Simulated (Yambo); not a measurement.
Yambo run on BaO (NiAs type, space group P6_3/mmc, No. 194). The wavefunctions are PBEsol (pw.x of Quantum ESPRESSO, ONCV potentials, with spin-orbit coupling) ones on a 3×3×2 mesh (32 occupied bands); a = 3.743 Å, b = 3.743 Å, c = 6.533 Å, α = 90.00°, β = 90.00°, γ = 120.00°.

Yambo input:

```
rim_cut
HF_and_locXC
RandQpts= 1000000
RandGvec= 1 Ry
EXXRLvcs= 84 Ry
VXCRLvcs= 336 Ry
% QPkrange
 1 | 1 | 32 | 33 |
 2 | 2 | 32 | 33 |
 3 | 3 | 30 | 34 |
 5 | 5 | 32 | 33 |
 6 | 6 | 32 | 33 |
%
```

k points by index: 1 = Γ, 2 = A, 3 = (0, 0.333, 0), 5 = K, 6 = H.

The o-*.hf file then holds:

```
#    K-point    Band    Eo [eV]    Ehf [eV]    Vxc [eV]    Vnlxc [eV]
#
    1    32    -0.053222    -4.806465    -18.63876    -23.39200
    1    33    3.300612    7.997435    -9.234513    -4.537690
    2    32    -1.067885    -6.109599    -17.32607    -22.36779
    2    33    4.061585    8.663252    -11.37789    -6.776222
    3    30    -0.454827    -5.402469    -18.14174    -23.08938
    3    31    -0.153411    -4.969420    -18.57929    -23.39530
    3    32    -0.153411    -4.969420    -18.57929    -23.39530
    3    33    2.700343    7.233651    -9.546465    -5.013158
    3    34    2.700343    7.233651    -9.546465    -5.013158
    5    32    -0.795495    -5.740101    -17.50899    -22.45360
    5    33    4.153949    8.997136    -10.11626    -5.273072
    6    32    0.000000    -4.791746    -18.63755    -23.42929
    6    33    4.661942    9.699929    -9.718998    -4.681011
```
Exchange alone, without screening.

Geometry relaxed with PBEsol.

This is not the ordinary phase of the substance; no match was found in the copy of COD used, and its stability was not checked.
